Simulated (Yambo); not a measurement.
Yambo run on SrTiO₃ (cubic perovskite, space group Pm-3m, No. 221). The wavefunctions are norm-conserving PBEsol (Quantum ESPRESSO, 84 Ry, no spin-orbit coupling) ones on a 4×4×4 mesh (20 occupied bands); a = 3.913 Å, b = 3.913 Å, c = 3.913 Å, α = 90.00°, β = 90.00°, γ = 90.00°.

Yambo input:

```
rim_cut
HF_and_locXC
RandQpts= 1000000
RandGvec= 1 Ry
EXXRLvcs= 84 Ry
VXCRLvcs= 336 Ry
% QPkrange
 1 | 1 | 20 | 21 |
 3 | 3 | 20 | 21 |
 6 | 6 | 20 | 21 |
 10 | 10 | 20 | 21 |
%
```

k points by index: 1 = Γ, 3 = X, 6 = M, 10 = R.

The o-*.hf file then holds:

```
#    K-point    Band    Eo [eV]    Ehf [eV]    Vxc [eV]    Vnlxc [eV]
#
    1    20    -0.361796    -5.283346    -20.29141    -25.21296
    1    21    1.843752    9.154194    -18.76966    -11.45921
    3    20    -0.738542    -5.769915    -19.95602    -24.98739
    3    21    2.015735    9.582674    -19.31631    -11.74937
    6    20    -0.086878    -5.170685    -19.75514    -24.83895
    6    21    3.809380    11.81652    -21.37173    -13.36459
    10    20    0.000000    -5.089911    -19.94231    -25.03222
    10    21    4.489631    13.30773    -21.76088    -12.94279
```
Exchange alone, without screening.

Geometry of the Materials Project entry, not relaxed at this level.
